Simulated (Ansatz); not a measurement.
The relaxed structure here is a generated cell of AlPt: the first start was made by placing the elements on the sites of a structure type, and the end was not matched to a known phase here, so it may be hypothetical.

A relaxed cell of AlPt (Fm-3m (No. 225)), relaxed on a k-mesh at least as fine as the one used below. Computed with PBE (plane waves to 420 eV, PAW, scalar-relativistic; Ansatz, a program for electronic structure). Γ-centred k-mesh 11×6×11 on the run's cell (coarser than for final values), Fermi–Dirac smearing 0.05 eV.

```yaml
crystal:
  lattice:
    - [1.81531, 1.04807, 2.96606]
    - [-3.63063, 2.09614, 5.93212]
    - [0.00000, -2.09614, 2.96606]
  atoms:
    - { symbol: Pt, position: [0.00000, 0.00000, 0.00000] }
    - { symbol: Pt, position: [0.00000, 0.50000, 0.00000] }
    - { symbol: Al, position: [0.50000, 0.25000, 0.50000] }
    - { symbol: Al, position: [0.50000, 0.75000, 0.50000] }
```

Every atom was then displaced, and the forces became (eV/Å):

```csv
atom,Fx,Fy,Fz
Pt1,0.09,-0.41,-0.61
Pt2,-0.50,0.01,0.00
Al3,0.41,0.72,0.30
Al4,0.01,-0.32,0.30
```

### Question
Which atom was moved farthest relative to the others, and in which direction?

### Answer
Pt1, by (-0.07, 0.00, 0.11) Å (0.13 Å, mean shift removed); the next is Al4 with 0.10 Å. Its force makes an angle of 140° with its move.

All displacements (Å):

```csv
atom,ux,uy,uz
Pt1,-0.100,0.022,0.089
Pt2,0.061,0.034,-0.033
Al3,-0.073,-0.058,-0.058
Al4,-0.012,0.086,-0.092
```

### Question
Estimate the energy cost of the displacement in the harmonic approximation and compare with the calculation.

### Answer
For a harmonic well ΔE = −½ Σ F·u = 0.124 eV a cell, or 31 meV/atom. The calculated energy relative to the undisplaced cell is +0.03 eV/atom, so the harmonic estimate holds well.

No spin polarisation in the result.

The run that gave the undisplaced cell could not lose the symmetry of its start: the end is stationary, and may be a saddle point rather than a minimum.
